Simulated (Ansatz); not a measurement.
# W: computed property card

W:
```cif
data_W39
_chemical_formula_sum 'W39'
_space_group_name_H-M_alt 'R-3m :H'
_space_group_IT_number 166
_space_group_name_Hall '-R 3 2"'
_cell_length_a 5.15280
_cell_length_b 5.15280
_cell_length_c 27.93536
_cell_angle_alpha 90.000
_cell_angle_beta 90.000
_cell_angle_gamma 120.000
loop_
_atom_site_label
_atom_site_type_symbol
_atom_site_symmetry_multiplicity
_atom_site_Wyckoff_symbol
_atom_site_fract_x
_atom_site_fract_y
_atom_site_fract_z
_atom_site_occupancy
W1 W 18 h 0.33559 0.16780 0.07832 1
W2 W 6 c 0.00000 0.00000 0.16730 1
W3 W 3 a 0.00000 0.00000 0.00000 1
W4 W 6 c 0.00000 0.00000 0.45478 1
W5 W 6 c 0.00000 0.00000 0.34697 1
```
(The calculation used a cell of 13 atoms; values per cell refer to that cell.)

Space group R-3m (No. 166); conventional cell a = b = 5.153 Å, c = 27.935 Å, α = β = 90.00°, γ = 120.00°.

Method: DFT-r²SCAN in the program Ansatz with PAW potentials. Structure relaxed to zero pressure with the same functional. Other levels are named where they apply.

Cell and energy:

```json
{
  "volume_per_atom": "16.47 Å³",
  "density": "18.53 g/cm³"
}
```

Electronic structure:

```json
{
  "electronic_character": "metallic (no gap)",
  "Density of states at the Fermi level": "1.1 states/eV per atom (mean over ±0.08 eV)"
}
```

Mechanics:

```json
{
  "Bulk modulus (Birch–Murnaghan fit)": "290 GPa",
  "Pressure derivative B′": "4.4"
}
```

The start of the workflow was typed in or built on a structure type; neither database checked (COD, Materials Project) lists it. It is not the phase usual at ambient conditions (space group No. 229). The cell was relaxed with r²SCAN under the symmetry of its start; whether a distortion lowers the energy is not shown. The run is not spin-polarised. Axis ratios of metals converge slowly with the k-mesh, so a and c are less sure than the volume. Scalar-relativistic: spin–orbit coupling is off unless named, which matters more the heavier the elements.

Potentials: the later of the program's two PAW sets.
